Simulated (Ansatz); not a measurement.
**Does relaxation matter for the field gradients of HfO2 with an Hf vacancy?**

Start: a supercell of HfO2 (fluorite type, Fm-3m) built from an entry of the Crystallography Open Database (COD), with all atoms left at the host's positions.

```xyz
23
Lattice="0.0000 5.1150 5.1150 5.1150 0.0000 5.1150 5.1150 5.1150 0.0000" Properties=species:S:1:pos:R:3 pbc="T T T"
Hf    2.5575    2.5575    0.0000
Hf    2.5575    0.0000    2.5575
Hf    5.1150    2.5575    2.5575
Hf    0.0000    2.5575    2.5575
Hf    2.5575    5.1150    2.5575
Hf    2.5575    2.5575    5.1150
Hf    5.1150    5.1150    5.1150
O     1.2788    1.2788    1.2788
O     3.8363    3.8363    1.2788
O     3.8363    1.2788    3.8363
O     6.3938    3.8363    3.8363
O     1.2788    3.8363    3.8363
O     3.8363    6.3938    3.8363
O     3.8363    3.8363    6.3938
O     6.3938    6.3938    6.3938
O     3.8363    3.8363    3.8363
O     6.3938    6.3938    3.8363
O     6.3937    3.8363    6.3938
O     8.9512    6.3938    6.3938
O     3.8363    6.3937    6.3937
O     6.3938    8.9512    6.3937
O     6.3937    6.3937    8.9512
O     8.9512    8.9512    8.9512
```

Atom numbers follow the list; atoms alike are taken as one site, whose name carries the number of the first.

All values are calculated (Ansatz; DFT, PBE, plane waves and PAW, scalar-relativistic, collinear spin, 420 eV cutoff, Γ-centred 3×3×3 k-points, Fermi–Dirac smearing 0.01 eV, cell charge -3), not measured. Start moments as typed (μB): 0 0 0 0 0 0 0 0.5 0.5 0.5 0 0.5 0 0 0 0 0 0 0.5 0 0.5 0.5 0.5 by atom.

The largest force at the start is 2.2 eV/Å. Relaxing the ions at fixed cell moves them by 0.204 Å at most (atom 23, O) and 0.128 Å rms.

| site | atom | moved (Å) | first shell before | first shell after | V_zz before (10²¹ V/m²) | η before |
| --- | --- | --- | --- | --- | --- | --- |
| Hf1 | 1 | 0.000 | 8 O at 2.21 Å | 8 O at 2.16–2.24 Å | 9.92 | 0.83 |
| O8 | 8 | 0.204 | 3 Hf at 2.21 Å | 3 Hf at 2.16 Å | -0.016 | 0.00 |
| O11 | 11 | 0.073 | 4 Hf at 2.21 Å | 4 Hf at 2.14–2.24 Å | 0.38 | 0.00 |

Q: How do the gradients change?

A: 

```json
{"site": "Hf1", "atom": "1", "V_zz after": "17.68", "η after": "0.34", "change of V_zz": "+7.76"}
{"site": "O8", "atom": "8", "V_zz after": "-1.39", "η after": "0.00", "change of V_zz": "-1.37"}
{"site": "O11", "atom": "11", "V_zz after": "-1.52", "η after": "0.00", "change of V_zz": "-1.90"}
```

The largest change of V_zz is on Hf1, from 9.92 to 17.68. Small gradients that grow severalfold: O11 (0.38 to -1.52), O8 (-0.016 to -1.39). In per cent, |V_zz| changes by +78 on Hf (all sites that start above 2). On Hf1 V_xx and V_yy change places (or their axes turn by over 50°), so the two values of η hide a larger change. V_zz changes sign on O11 (same axis). Sites without a gradient aren't listed. The electronic state changes along with the positions (absolute moment from 0.6 to 0.2 μB), so the changes aren't those of geometry alone.

The defect repeats with the cell of 23 atoms, so it feels its images: sites between two images don't show the values beside a lone defect, and zeros or small values of η there can come from the images' arrangement. This high-symmetry form of HfO2 is unstable when cold, to shifts of the oxygen columns, towards the tetragonal form. The symmetry of the cell holds that distortion back, wholly or in part, and it would change the field gradients, the more the larger the distortion. A uniform background compensates the cell's charge. The defect cell has no gap above 0.1 eV on its mesh, so the values can hang on the smearing and the k-mesh. Without spin–orbit coupling the gradients at and beside Hf can be off by some per cent, at some sites by more.
Before: The cell keeps the host's lattice, where the PBE pressure is -11 GPa (in a charged cell this depends on the convention for the mean potential). The neighbours have not yet relaxed around the defect (largest force 2.2 eV/Å), so a real crystal will differ.
After: The relaxation keeps the symmetry of the vacancy's site, so distortions that break it, Jahn–Teller ones too, aren't explored. The run lost most of its start moments on O; a state with other moments may lie lower.
